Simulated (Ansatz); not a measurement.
Where the states of Bi lie

```yaml
crystal:
  lattice:
    - [3.33628, -3.05540, 0.00000]
    - [3.33628, 3.05540, 0.00000]
    - [-1.15098, 0.00000, 3.09291]
  atoms:
    - { symbol: Bi, position: [0.25180, 0.25180, 0.14900] }
    - { symbol: Bi, position: [0.74820, 0.74820, 0.85100] }
```

Structure: COD 8100521, as refined from experiment and not relaxed.

No spin–orbit coupling, which matters for the heavy atoms here.

Method: Ansatz 0.2.0, DFT, PBEsol, all-electron LAPW, scalar-relativistic.

Sampling and basis: a Γ-centred 8×8×11 k mesh, Fermi–Dirac smearing of 0.05 eV, basis error target 0.25 meV/atom, no spin polarisation.

States per eV and cell, averaged over 0.4 eV, from -12.6 to 6.4 eV, with energies (bin centres) from the Fermi level; empty bins are left out. 

| E (eV) | total |
| --- | --- |
| -12.5 | 0.53 |
| -12.1 | 0.69 |
| -11.7 | 0.86 |
| -11.3 | 1.09 |
| -10.9 | 1.51 |
| -10.5 | 1.35 |
| -10.1 | 0.80 |
| -9.7 | 0.84 |
| -9.3 | 0.94 |
| -8.9 | 0.59 |
| -8.5 | 0.22 |
| -5.3 | 0.03 |
| -4.9 | 0.23 |
| -4.5 | 0.82 |
| -4.1 | 1.24 |
| -3.7 | 1.07 |
| -3.3 | 1.36 |
| -2.9 | 1.61 |
| -2.5 | 1.36 |
| -2.1 | 1.30 |
| -1.7 | 1.42 |
| -1.3 | 1.46 |
| -0.9 | 0.97 |
| -0.5 | 1.04 |
| -0.1 | 1.13 |
| 0.3 | 1.20 |
| 0.7 | 1.02 |
| 1.1 | 0.76 |
| 1.5 | 1.02 |
| 1.9 | 1.54 |
| 2.3 | 1.82 |
| 2.7 | 1.68 |
| 3.1 | 1.53 |
| 3.5 | 1.40 |
| 3.9 | 1.07 |
| 4.3 | 1.06 |
| 4.7 | 0.99 |
| 5.1 | 0.87 |
| 5.5 | 0.89 |
| 5.9 | 1.07 |
| 6.3 | 1.15 |
